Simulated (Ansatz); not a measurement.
Question: Free-standing sheets of WN4Si2, MA2Z4 (prismatic core, outer Z over the empty site)-type layer and MoN4Si2, MA2Z4 (prismatic core, outer Z over the empty site)-type layer are relaxed with the program Ansatz at the PBE level (PAW). Aligned at the vacuum level, what band offsets and what type of junction result?

Answer: WN4Si2: VBM -5.12, CBM -3.07 eV; MoN4Si2: VBM -5.35, CBM -3.63 eV. Valence offset 0.23 eV (WN4Si2 higher), conduction offset 0.55 eV (MoN4Si2 lower): type II (staggered).

Mismatch of the primitive lattice constants: 2.914 against 2.910 Å, 0.2 %.

Natural alignment of Kohn–Sham levels: no interface dipole, strain or quasiparticle shift.

All cells were relaxed under the symmetry of their starts (and spin orders); stability against distortions was not tested throughout. Rows with no word on spin ran without spin polarisation. Spin–orbit coupling is left out wherever it is not named.

Potentials: the later of the program's two PAW sets.

Edges and masses are those of Kohn–Sham bands, whose gap is no quasiparticle gap.
